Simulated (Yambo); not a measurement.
Material: N (space group Pa-3, No. 205); a = b = c = 5.5605 Å, α = β = γ = 90.00° (8 atoms in the cell). The geometry is that of Materials Project entry mp-25, symmetrised and not relaxed again.

With PBEsol (Quantum ESPRESSO, PseudoDojo norm-conserving, 84 Ry, no spin-orbit coupling), the gap between the mesh's edge points (X → Γ) is 7.211 eV.

Q: By how much does one-shot G0W0 (Yambo; 2×2×2 Γ-centred k mesh, 304 bands and a 8 Ry block in the screening, 304 bands in G with the Bruneval-Gonze terminator, plasmon pole fitted at 27.2 eV) open this gap, and what gap results?

A: The correction is 6.297 eV, giving 13.508 eV, 1.9 times the PBEsol value.  Nearest settings tried, and what they do to the gap: 105 bands in W, 105 bands in G: +74 meV; 133 bands in W: +32 meV; 7 Ry block (389 vectors against 485): -15 meV. Not varied: mesh. So the settings aren't converged at that level. The k mesh is coarse.
